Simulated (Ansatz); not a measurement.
SiNi:
```xyz
8
Lattice="5.0924 0.0000 0.0000 0.0000 3.3581 0.0000 0.0000 0.0000 5.5657" Properties=species:S:1:pos:R:3 pbc="T T T"
Ni     2.5858     0.8395     3.8357
Ni     0.0396     0.8395     4.5128
Ni     2.5066     2.5186     1.7300
Ni     5.0528     2.5186     1.0529
Si     3.4566     0.8395     0.4688
Si     0.9104     0.8395     2.3140
Si     1.6358     2.5186     5.0969
Si     4.1820     2.5186     3.2517
```

Relaxed with r²SCAN. Special points in fractions of this cell's reciprocal vectors: Γ (0.000, 0.000, 0.000); X (0.500, 0.000, 0.000); S (0.500, 0.500, 0.000); Y (0.000, 0.500, 0.000); Z (0.000, 0.000, 0.500); U (0.500, 0.000, 0.500); R (0.500, 0.500, 0.500); T (0.000, 0.500, 0.500).

Q: List the band energies nearest the Fermi level at these points for r²SCAN in the plane-wave PAW code Ansatz.

A: In eV from the Fermi level; about four levels below and three above (degenerate sets whole), none deeper than 8.9 eV; points with the same levels are listed once.

```tsv
k	below	above
Γ	-2.05 -1.39 -1.24 -1.02	0.69 1.50 3.47
X	-2.14 -2.14 -2.01 -2.01	1.03 1.03 1.16 1.16
S	-1.84 -1.84 -1.84 -1.84	0.52 0.52 0.52 0.52
Y	-1.57 -1.57 -0.61 -0.61	2.10 2.10 2.79 2.79
Z	-1.58 -1.58 -0.26 -0.26	0.87 0.87 3.57 3.57
U	-2.31 -2.31 -1.10 -1.10	0.84 0.84 2.39 2.39
R	-2.07 -2.07 -2.07 -2.07	2.67 2.67 2.67 2.67
T	-2.17 -2.17 -1.84 -1.84	0.16 0.16 1.53 1.53
```

Space group Pnma. The cell was relaxed with r²SCAN under the symmetry of its start. The workflow began spin-polarised and lost its moments.

Potentials: the later of the program's two PAW sets.
